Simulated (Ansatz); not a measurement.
A relaxed structure of Co is spoiled in several ways and relaxed again each time (noise and exchanges are one random draw each; pressure is positive under compression). Level of theory: PBE (plane waves to 420 eV, PAW, scalar-relativistic; Ansatz, a quantum-chemistry and plane-wave program).

Space group P6₃/mmc (No. 194); a = b = 2.4939 Å, c = 4.0318 Å, α = β = 90.00°, γ = 120.00°

```json
[
 {"atom": "Co", "site": "2d", "symmetry": "-6m2", "x": "0.6667", "y": "0.3333", "z": "0.2500"}
]
```

| change | first pressure (GPa) | largest first force (eV/Å) | released (eV/atom) | moves | outcome | final group | E − E(parent) (eV/atom) |
|---|---|---|---|---|---|---|---|
| with every coordinate shifted by Gaussian noise of σ = 0.3 Å | 35.5 | 6.72 | 0.73 | 8 | returns to the parent | P6₃/mmc | 0.00 |
| deformed by the Cartesian strain tensor (xx, yy, zz, yz, xz, xy) = (0.023, 0.054, 0.040, 0.050, -0.051, -0.122) | [?] | 0.37 | [?] | 14 | [?] | [?] | [?] |

Q: Fill in the missing entries.

A: 
- deformed by the Cartesian strain tensor (xx, yy, zz, yz, xz, xy) = (0.023, 0.054, 0.040, 0.050, -0.051, -0.122), first pressure (GPa): -8.6
- deformed by the Cartesian strain tensor (xx, yy, zz, yz, xz, xy) = (0.023, 0.054, 0.040, 0.050, -0.051, -0.122), released (eV/atom): 0.23
- deformed by the Cartesian strain tensor (xx, yy, zz, yz, xz, xy) = (0.023, 0.054, 0.040, 0.050, -0.051, -0.122), outcome: returns to the parent
- deformed by the Cartesian strain tensor (xx, yy, zz, yz, xz, xy) = (0.023, 0.054, 0.040, 0.050, -0.051, -0.122), final group: P6₃/mmc
- deformed by the Cartesian strain tensor (xx, yy, zz, yz, xz, xy) = (0.023, 0.054, 0.040, 0.050, -0.051, -0.122), E − E(parent) (eV/atom): 0.00

First-step values come from each run's starting, coarser k-mesh (15×15×8, 16×14×8). The runs use different k-meshes, so differences are rounded accordingly. Spin states reached: ferromagnetic; spin orders were not searched systematically.
